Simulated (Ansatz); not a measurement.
Zr (hcp, Mg type)

```yaml
crystal:
  lattice:
    - [3.23126, 0.00000, 0.00000]
    - [-1.61563, 2.79835, 0.00000]
    - [0.00000, 0.00000, 5.17316]
  atoms:
    - { symbol: Zr, position: [0.33333, 0.66667, 0.75000] }
    - { symbol: Zr, position: [0.66667, 0.33333, 0.25000] }
```

The volume is varied about the relaxed value V₀ at fixed cell shape. Symmetry pins the atoms to their sites.

Level of theory: PBE (plane waves to 420 eV, PAW, scalar-relativistic; Ansatz, a first-principles code). k mesh 17×17×9 (Γ-centred), Fermi-Dirac smearing 0.05 eV. Energies are smeared free energies. Stress and pressure are positive under compression. With the shape held, the modulus is that of even scaling; a crystal free to change shape is softer. Zr is run without spin polarisation. Zr was relaxed with its symmetry unable to fall. The zero of ΔE is the relaxed starting cell. The last digit holds for this mesh only.

```csv
V (Å³/atom),ΔE (meV/atom)
21.050,79.6
21.634,43.1
22.219,18.4
22.804,4.4
23.388,0.0
23.973,4.1
24.558,withheld
25.143,34.6
25.727,59.5
```

Question: Fit a third-order Birch-Murnaghan form (E₀, V₀, B₀, B₀′ free) to the given rows and predict ΔE at V = 24.558.

Answer: Least squares on the 8 given rows: ΔE = E₀ + (9V₀B₀/16)·y²·[2 + (B₀′ − 4)y], y = (V₀/V)^(2/3) − 1, with V₀ = 23.389 Å³/atom, B₀ = 93.79 GPa (160.2 GPa = 1 eV/Å³; the term in eV is multiplied by 1000), B₀′ = 3.35, E₀ = -0.03 meV/atom; root-mean-square residual 0.02 meV/atom. At 24.558 the fit gives 15.9 meV/atom; the calculation gives 15.9 meV/atom, the same to the digits shown. For the pressure the fit gives -4.2 GPa against the computed -4.2 GPa.

(A scan under strain: stresses follow from slopes of the energy per volume, elastic moduli from its curvatures.)
